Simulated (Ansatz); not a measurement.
# Ca3Pb (Pm-3m) as a metal

```yaml
crystal:
  lattice:
    - [4.99483, 0.00000, 0.00000]
    - [0.00000, 4.99483, 0.00000]
    - [0.00000, 0.00000, 4.99483]
  atoms:
    - { symbol: Ca, position: [0.00000, 0.50000, 0.50000] }
    - { symbol: Ca, position: [0.50000, 0.50000, 0.00000] }
    - { symbol: Ca, position: [0.50000, 0.00000, 0.50000] }
    - { symbol: Pb, position: [0.00000, 0.00000, 0.00000] }
```

Level of theory, where no other is named: PBEsol, all-electron LAPW in Ansatz 0.2.0, with spin-orbit coupling. k mesh 8×8×8, fine mesh 8×8×8, Fermi-Dirac smearing of 0.100 eV, basis error target 1 meV/atom. The cell was relaxed by PAW under this functional. The structure is one entry of a database and needn't be the stable phase.

Levels and slopes are solved on a 8×8×8 mesh, and each state is taken as quadratic over its cell.

Problem. What is the density of states at the Fermi level, and which bare Sommerfeld coefficient follows?

Solution. N(E_F) = 0.189 states/eV/atom (both spins), so γ = (π²/3) k_B² N(E_F) = 0.445 mJ/(mol-atom K²) without electron-phonon or spin-fluctuation enhancement.

Problem. What Drude plasma energy and σ/τ do the band velocities give?

Solution. (ħω_p,α)² = (e²/ε₀VN_k) Σ_nkσ (∂E/∂k_α)² δ(E − E_F) gives ħω_p = (1.31, 1.31, 1.31) eV along x, y, z, and σ/τ = ε₀ω_p² = 0.351×10²⁰ Ω⁻¹m⁻¹s⁻¹ along x. Weighted by the density of states, the mean Fermi speed is 0.296×10⁶ m/s; the surface has an area of 1.46 Å⁻² for each spin direction.

Problem. Which bands cross the Fermi level, and what do they carry?

Solution. 

```tsv
band	filled part	N (states/eV/cell)	speed (10⁶ m/s)	5th to 95th percentile	area (Å⁻²)	filling
1	1.00	0.00347	0.341	0.34 to 0.35	0.0155	nearly full
2	1.00	0.00347	0.341	0.34 to 0.35	0.0155	nearly full
3	0.97	0.222	0.186	0.08 to 0.20	0.54	nearly full
4	0.97	0.222	0.186	0.08 to 0.20	0.54	nearly full
5	0.02	0.11	0.418	0.32 to 0.57	0.602	nearly empty
6	0.02	0.11	0.418	0.32 to 0.57	0.602	nearly empty
7	0.01	0.0427	0.546	0.50 to 0.59	0.305	nearly empty
8	0.01	0.0427	0.546	0.50 to 0.59	0.305	nearly empty
```

Problem. Map the plane k₃ = 0 of the mesh: how many bands lie under the Fermi level at each point, counted from the least on the plane?

Solution. k₁ runs to the right and k₂ upwards, each from −½ to ½ with 0 in the middle (the axes needn't be at right angles):
```
44444444
44444444
44442444
44420244
44442444
44444444
44444444
44444444
```

Problem. What does PAW give for the same cell?

Solution. N(E_F) = 0.189 states/eV/atom and ħω_p,x = 1.31 eV.

Keep in mind: these sums move with the mesh, by several per cent and more for small sheets; the frozen-core PAW files of the compared runs were fitted under PBE, their cores solved anew for this functional.
